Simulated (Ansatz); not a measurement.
**Kick test of a cell of Si2BiTe5**

The structure comes from a proposed guess, relaxed at this level; another structure or a mixture of phases may lie lower.

Theory: DFT PBE, scalar-relativistic, plane waves, PAW in Ansatz. Cutoff 420 eV; k points 12×12×2 on the computed 8-atom cell (Γ-centred); Gaussian smearing, width 0.10 eV; no spin polarisation.

The cell below (8 atoms, space group P3m1 (No. 156)) is relaxed within its symmetry.

```xyz
8
Lattice="3.9981 0.0000 0.0000 -1.9990 3.4624 0.0000 0.0000 0.0000 17.1995" Properties=species:S:1:pos:R:3 pbc="T T T"
Si    0.0000    0.0000   12.3051
Si    0.0000    2.3083    1.6590
Bi    0.0000    0.0000    5.7837
Te    1.9990    1.1541   10.7280
Te    0.0000    2.3083   13.8514
Te    0.0000    0.0000    0.1767
Te    1.9990    1.1541    3.3689
Te    0.0000    2.3083    7.7331
```

For the test it was strained at random (σ = 1.5 % a component), the atoms were moved at random (σ = 0.05 Å), and all was relaxed again on a coarse 6×6×2 mesh (in the run’s order of axes) with 0.20 eV smearing, with no symmetry imposed.

Weakly bound directions are ill-defined at this level, which has no dispersion term. Spin–orbit coupling, which can matter for Bi and Te, is left out. An odd number of electrons in the primitive cell allows no gap without spin; a larger cell or a magnetic state could open one. The cell is a metal run without spin; a magnetic state may lie lower.

Q: Is the structure stable against such a distortion?

A: It returns, within 1 meV/atom of the unmoved cell on that mesh and with the same symmetry when read at 0.1 Å (P1 at 0.01 Å, so small strains and shifts remain). No instability shows in this cell; modes of other wave vectors, which need another repeat, aren't tested.
